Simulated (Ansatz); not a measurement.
**Si4O (P4/m)**

The calculation used Ansatz, DFT PBE, scalar-relativistic, plane waves, PAW.

Plane waves to 420 eV, a k mesh through Γ of 8×8×14 on the computed 5-atom cell and Gaussian smearing (0.10 eV); no spin polarisation.

The structure is relaxed at this level of theory with its symmetry kept, and needn't be the ground state of this composition.

```cif
data_structure
_symmetry_space_group_name_H-M 'P4/m'
_symmetry_Int_Tables_number 83
_cell_length_a 5.1463
_cell_length_b 5.1463
_cell_length_c 2.5473
_cell_angle_alpha 90.000
_cell_angle_beta 90.000
_cell_angle_gamma 90.000
_cell_volume 67.46
loop_
_atom_site_label
_atom_site_type_symbol
_atom_site_symmetry_multiplicity
_atom_site_Wyckoff_symbol
_atom_site_fract_x
_atom_site_fract_y
_atom_site_fract_z
_atom_site_occupancy
Si1 Si 4 k 0.68508 0.84893 0.50000 1
O1 O 1 c 0.50000 0.50000 0.00000 1
```

```json
{"Space group": "P4/m (No. 83)", "Volume per atom": "13.49 Å³", "Formation energy from the elements' standard states (uncorrected)": "+0.265 eV/atom", "Kohn–Sham band gap": "none (metal)", "Density of states at the Fermi level": "1.8 states/eV per cell", "Orbital (Löwdin) character within 0.5 eV of the Fermi level": "Si 3p 63 %, Si 3s 15 %, O 2p 14 %, unprojected 6 %", "Bader charge by site (e)": "Si (4 in the cell) 0.29, O (1 in the cell) -1.17"}
```

Another cell of Si4O relaxed alike, in I4/mmm, lies 238 meV/atom lower, so this cell isn't the stable form at this level.

The cell was found from a structure generator's guess, not taken from experiment. Löwdin shares on free-atom orbitals overweight diffuse shells.
